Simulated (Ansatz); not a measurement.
## Guessed and relaxed cells of ZrTl₂F

The cell of ZrTl₂F is invented: random cell by space group and Wyckoff sites (I4/mmm, No. 139). Its size is a rough estimate.

start.xyz

```xyz
4
Lattice="-2.4918 2.4918 3.7599 2.4918 -2.4918 3.7599 2.4918 2.4918 -3.7599" Properties=species:S:1:pos:R:3 pbc="T T T"
Zr    0.0000    0.0000    3.7599
Tl    0.0000    2.4918    0.0000
Tl    2.4918    0.0000    0.0000
F     0.0000    0.0000    0.0000
```

All numbers below come from Ansatz 0.2.0, DFT PBE, scalar-relativistic, plane waves, PAW. Cutoff 420 eV, Gaussian smearing, Γ-centred meshes. Cell and atoms relax first on a coarse mesh and then on a finer one. In between, the cell is made exact in the group found at 0.06 Å. In metals the finer mesh still leaves noise of several meV/atom or more. The steps can't lower the symmetry of their start. No spin polarisation in the relaxation; trial moments died out in a coarse test.

end.xyz

```xyz
4
Lattice="-3.0076 3.0076 2.7397 3.0076 -3.0076 2.7397 3.0076 3.0076 -2.7397" Properties=species:S:1:pos:R:3 pbc="T T T"
Zr    0.0000    0.0000    2.7397
Tl    0.0000    3.0076    0.0000
Tl    3.0076    0.0000    0.0000
F     0.0000    0.0000    0.0000
```

The symmetry stays I4/mmm (No. 139). The volume per atom grows by 6.2 %, from 23.3 to 24.8 Å³. The shortest distance goes from 2.49 Å (Tl–F and Zr–Tl) to 2.74 Å (Zr–F and Tl–Tl). The ratio c/a of the conventional cell changes by a factor of 0.60. The energy falls by about 1.1 eV/atom (the start's value is from the coarse mesh).

```
Volume per atom                             : 24.78 Å³
Density                                     : 8.69 g/cm³
Formation energy                            : −0.26 eV/atom
Gap on the 12×12×12 mesh of the 4-atom cell : 0 eV (a metal)
```

Formation energies are uncorrected and refer to the elements' standard structures at the same level (F₂ as a molecule). A negative formation energy is needed for stability but isn't enough: competing phases decide.

The last run used Gaussian smearing of 0.10 eV. Spin–orbit coupling, which can matter for Tl, is left out. An odd number of electrons in the primitive cell allows no gap without spin; a larger cell or a magnetic state could open one. A structure relaxed within its symmetry needn't be a true minimum. In all, the 3 runs took 2.1 min on 1 thread of AMD EPYC 7B13 (Zen 3) (shared host).
